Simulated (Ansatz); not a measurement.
NaI:
```xyz
2
Lattice="0.0000 3.1299 3.1299 3.1299 0.0000 3.1299 3.1299 3.1299 0.0000" Properties=species:S:1:pos:R:3 pbc="T T T"
Na     0.0000     0.0000     0.0000
I      3.1299     3.1299     3.1299
```

Relaxed with LDA.

Q: Decompose the optical modes at the zone centre into irreducible representations, and say which are infrared and Raman allowed.

A: Point group m-3m: Γ_opt = T1u. Infrared: T1u. Raman: none.

Q: Assign frequencies (DFPT, the program Ansatz at the LDA level (PAW); without the LO–TO term).

A: T1u 131 cm⁻¹.

Space group Fm-3m (rock salt). The cell was relaxed with LDA under the symmetry of its start; phonons on a q-mesh show no instability. Scalar-relativistic: spin–orbit coupling is off unless named, which matters more the heavier the elements.

Potentials: the later of the program's two PAW sets.
